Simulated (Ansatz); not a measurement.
Input file for Ansatz (a first-principles code):

Ansatz 0.2 input:
```yaml
crystal:
  lattice:
    - [1.6276781833, 0.9397404373, 5.9416858422]
    - [-1.6276781833, 0.9397404373, 5.9416858422]
    - [0.0, -1.8794808745, 5.9416858422]
  atoms:
    - { symbol: Sc, position: [0.5, 0.5, 0.5] }
    - { symbol: Pd, position: [0.0, 0.0, 0.0] }
    - { symbol: N, position: [0.8940442138, 0.8940442138, 0.8940442138] }
    - { symbol: N, position: [0.1059557862, 0.1059557862, 0.1059557862] }
kpoints:
  mp_grid: { grid: [15, 15, 15] }
hamiltonian:
  xc: r2scan
  pseudopotentials: { kind: paw }
scf:
  occupations: { method: gaussian, width: 0.05 }
checkpoint: { read: metal.run }
output: { write_density: true, elf: true, volumetric_format: npy }
basis: { fft_grid_basis: typed }
```

Output (shortened):

```
Pseudopotential: Sc, paw, valence charge 11
Pseudopotential: Pd, paw, valence charge 18
Pseudopotential: N, paw, valence charge 5
Functional definition: r2SCAN
Crystal: 4 atoms, lattice volume = 54.530 Å³
Basis set: ecut = 500 eV, 1371 PW (Γ), exchange–correlation on 192×192×192 points (64 copies of the dense FFT grid, shifted against one another)
Bands: 28, of which v1, the nominal top of the filled ones, is band 20 counted from 1 (19 counted from 0)
Symmetry: 12 space group operations
Space group: R-3m (ITA 166), of the structure as read, at distance tolerance 3.8e-5 Å
k-points: 344 of 3375
Stability of the state it starts from, as read at its close in the unpolarized treatment …
iter 1 solved again at ethr=1.85e-7 eV; its pass at ethr=3.10e-3 eV (dr2=7.22e-5 eV) is discarded
SCF iter   1: F=—  HF=-9896.846272 eV  |F-HF|=—  |Δ(HF+E_count)|=         —  Δρ=9.18e-7  dr2=4.18e-10  dr2_τ=2.87e-11  ethr=1.85e-7  ⟨swp⟩=3.0  Hψ=60873  notcnv=0
preconditioner: auto → Kerker (q_TF=auto, 2.580 Å⁻¹)
SCF iter   2: F=-9896.846272 eV  HF=-9896.846272 eV  |F-HF|=3.38e-10  |Δ(HF+E_count)|=   2.14e-8  Δρ=8.54e-7  dr2=4.01e-10  dr2_τ=6.40e-11  ethr=1.07e-12  ⟨swp⟩=5.7  Hψ=31981  notcnv=0
SCF 1 converged in 2 iterations: F = -9896.846272 eV  dr2 = 4.01e-10
SCF converged after 2 iterations
Free energy (F): -9896.846272 eV
Harris-Foulkes:  -9896.846272 eV  (|F-HF|=3.38e-10)
Internal energy: -9896.841119 eV  (E = F + TS)
E sigma→0 (E₀):  -9896.843695 eV
Entropy (-TS):   -0.005153 eV (-1.288 meV/atom)
Fermi energy:    10.597060 eV
--- Per-component energies (eV) ---
  E_band       = -451.716005
  E_kinetic    = 1033.222878
  E_local      = -3588.765082  (includes V_loc(G=0)·N_el)
  E_nonlocal   = 386.943980
  E_hartree    = 1362.933950
  E_xc         = -378.681738
  E_vxc        = -542.155186  (∫ρ·V_xc dr)
  E_paw        = -4990.586120  (= ΣΔE_a)
  E_vpaw       = -503.298349  (= ΣTr[D̂ρ^β])
  E_aug_tail   = 0.000144  (compensation charges beyond the density's cutoff)
  E_vtau       = 36.466890  (kinetic-family band-sum trace: ∫τ·v_τ [+ j·A + Jᵃ·Aᵃ] dr)
  E_ewald      = -3721.159424
  E_core_change = -0.749708  (= ΣΔE_core)
  E_smearing   = -0.005153  (= −TS)
  E_closure    =  0.000000  (closes the sum)
  Σ components = -9896.846272   (vs F -9896.846272, Δ=0.00e0)
  [band-id]    e_kinetic+e_local+e_nonlocal+2·e_hartree+e_vxc+e_vpaw+e_augmentation_tail+e_vtau = -451.716824   (vs E_band -451.716005, Δ=-8.19e-4)
--- Band table (eV; the first three rows and the last of 344) ---
  k-point 0: bands = ["-76.7840", "-42.1626", "-41.3694", "-41.3694", "-39.1995", "-17.0224", "-16.6928", "-16.6928", "-4.8212", "-2.7668", "4.1959", "6.5158", "6.5158", "6.7133", "7.8637", "7.8637", "9.5839", "9.6329", "9.6329", "10.3537", "10.3537", …
  k-point 1: bands = ["-76.7839", "-42.1624", "-41.3713", "-41.3699", "-39.1972", "-17.0173", "-16.7157", "-16.6971", "-4.7718", "-2.7848", "4.2362", "6.4414", "6.5233", "6.7945", "7.8406", "7.9031", "9.2882", "9.6025", "9.9831", "10.1978", "10.3427", …
  k-point 2: bands = ["-76.7836", "-42.1619", "-41.3765", "-41.3713", "-39.1908", "-17.0028", "-16.7796", "-16.7091", "-4.6308", "-2.8365", "4.3515", "6.2560", "6.5442", "7.0148", "7.7870", "8.0162", "9.0067", "9.4878", "9.8230", "10.3558", "10.3592", …
  k-point 343: bands = ["-76.7839", "-42.1626", "-41.3713", "-41.3699", "-39.1971", "-17.0205", "-16.7156", "-16.6971", "-4.1413", "-3.6922", "5.8234", "6.8291", "6.9729", "7.0294", "7.2392", "7.8400", "7.8954", "8.0366", "8.3434", "11.6476", "11.7394", …
```

Cost: about 50 core-seconds (a rough figure) on shared cores.

The start of the workflow was typed in or built on a structure type; neither database checked (COD, Materials Project) lists it. Whether it is the stable phase at ambient conditions was not checked. The r²SCAN relaxation kept the symmetry of its start; whether a distortion lowers the energy is not shown. No spin polarisation was allowed. With an odd number of electrons in the cell and no spin polarisation, the count alone makes it a metal. Scalar-relativistic: spin–orbit coupling is off unless named, which matters more the heavier the elements.

Potentials: the later of the program's two PAW sets.

Ansatz is a plane-wave DFT program.
